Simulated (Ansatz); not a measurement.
# BN, first-principles data

BN:
```
BN
1.0
    2.57839     0.00000     0.00000
   -1.28920     2.23295     0.00000
    0.00000     0.00000     5.75574
B N
3 3
Direct
  0.50000   0.50000   0.16667
  0.50000   0.00000   0.50000
  0.00000   0.50000   0.83333
  0.50000   0.50000   0.66667
  0.50000   0.00000   0.00000
  0.00000   0.50000   0.33333
```

Space group P6_422 (No. 181); conventional cell a = b = 2.5784 Å, c = 5.7557 Å, α = β = 90.00°, γ = 120.00°.

Method: LDA (plane waves, PAW; program Ansatz). Geometry: relaxed at this level of theory. Other levels are named where they apply.

**Cell and energy**

```
Property                                                      Result
-----------------------------------------------------  -------------
Volume per atom                                              5.52 Å³
Density                                                   3.73 g/cm³
Formation energy from the elements (no fitted shifts)  -0.60 eV/atom
```

**Electronic structure**

```
Quantity                                                                                          Value
----------------------------------------  -------------------------------------------------------------
Band gap                                                                             3.65 eV (indirect)
Valence-band maximum                                                                               at Γ
Conduction-band minimum                   on the M–K line, 9 % of the way from M (6 equivalent valleys)
Smallest direct gap on the standard path                                                        6.24 eV
Electron effective mass                                          0.34, 0.39, 0.70 mₑ (principal values)
Hole effective mass                                                0.43, 2.2, 2.2 mₑ (principal values)
```

**Mechanics**

```
Item                                                                                                          Value
-----------------------------------------------------------  ------------------------------------------------------
Bulk modulus (Birch–Murnaghan fit)                                                                          407 GPa
Pressure derivative B′                                                                                          3.7
Elastic constants (relaxed ions, GPa)                        C11 = 919, C12 = 166, C13 = 114, C33 = 1040, C44 = 360
Mechanical stability                                                         stable (all eigenvalues of C positive)
Hill bulk and shear moduli                                                                          407 and 383 GPa
Young's modulus                                                                                             875 GPa
Poisson's ratio                                                                                                0.14
Debye temperature from the elastic constants                                                                 1870 K
Piezoelectric stress constants (proper, relaxed ions, C/m²)                                 e14 = -0.11, e25 = 0.11
```

**Dielectric response**

```
Property                                                                      Value
--------------------------------------------------------  -------------------------
Electronic dielectric constant ε∞ (DFPT)                  6.12 (xx = yy), 6.25 (zz)
Static dielectric constant ε0 (ions relaxed, cell fixed)  10.4 (xx = yy), 10.4 (zz)
Born charges (a third of the trace)                              B +2.09, N -2.09 e
```

**Phonons**

```
Property                                                                   Value
--------------------------------------------------  ----------------------------
Highest zone-centre frequency (without LO–TO term)                     1143 cm⁻¹
Zone-centre stability                                     no imaginary mode at Γ
Dynamical stability on the path                     stable (no imaginary branch)
Zero-point energy                                                 143.3 meV/atom
Vibrational entropy at 300 K                              4.0 J/(K·mol of atoms)
```

The start of the workflow was typed in or built on a structure type; neither database checked (COD, Materials Project) lists it. It is not the phase usual at ambient conditions (space group No. 186, 194, 216). Symmetry was held in the LDA relaxation. The volume moved by -34 % from the start of the relaxation. Signs of piezoelectric constants follow the polarity of the cell as given. The references are the lowest solids computed at this level, not always the standard phases (solids in place of the gases).

Potentials: the later of the program's two PAW sets.
